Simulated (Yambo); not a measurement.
Here is the system:

```xyz
4
Lattice="1.4943 0.8627 4.3893 -1.4943 0.8627 4.3893 0.0000 -1.7254 4.3893" Properties=species:S:1:pos:R:3 pbc="T T T"
H      0.0000     0.0000     6.5839
Li     0.0000     0.0000     0.0000
F      0.0000     0.0000     5.4445
F      0.0000     0.0000     7.7233
```

Workflow: PBEsol (Quantum ESPRESSO, PseudoDojo norm-conserving, 84 Ry, scalar-relativistic), then G0W0 in Yambo (6×6×6 Γ-centred k mesh, 76 bands and a 10 Ry block in the screening, 76 bands in G with the Bruneval-Gonze terminator, plasmon pole fitted at 27.2 eV).

**Question.** Give the PBEsol and G0W0 gaps between the band edges found on this mesh, and say where the edges lie.

**Answer.** Edges: Z → Γ. PBEsol: 8.14 eV; G0W0: 12.67 eV. Convergence of the G0W0 settings was not tested. 

Geometry relaxed with PBE+D3(BJ).

The structure is a Materials Project entry; no match was found in the copy of COD used, and its stability was not checked.
